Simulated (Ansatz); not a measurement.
### Question
Name crystals whose computed values (DFT-LDA in the program Ansatz with PAW potentials) fall in these windows: ε0 9.2 to 12; electron conductivity mass (mₑ) 0.37 to 0.50.

### Answer


```tsv
crystal	ε0	electron conductivity mass (mₑ)
BN, P6_422 (B on 3d, N on 3c)	10.4	0.43
Al2O3, corundum	10.0	0.40
BN, P6_222 (B on 3d, N on 3c)	10.4	0.43
CsCaH3, cubic perovskite	9.78	0.41
CaS, rock salt	11.4	0.38
```
Others may fit too.

Typed or built starts, not in the databases checked: BN, P6_422 (B on 3d, N on 3c); BN, P6_222 (B on 3d, N on 3c). Not the usual ambient phase: BN, P6_422 (B on 3d, N on 3c); BN, P6_222 (B on 3d, N on 3c). Standing as an ambient phase not checked: CsCaH3, cubic perovskite. Weakly bound layers, chains or molecules computed without a dispersion correction, so cells and soft constants are ill determined: BN, P6_422 (B on 3d, N on 3c); BN, P6_222 (B on 3d, N on 3c). All cells were relaxed under the symmetry of their starts (and spin orders); stability against distortions was not tested throughout. Scalar-relativistic: spin–orbit coupling is off unless named, which matters more the heavier the elements.

Potentials: the later of the program's two PAW sets.
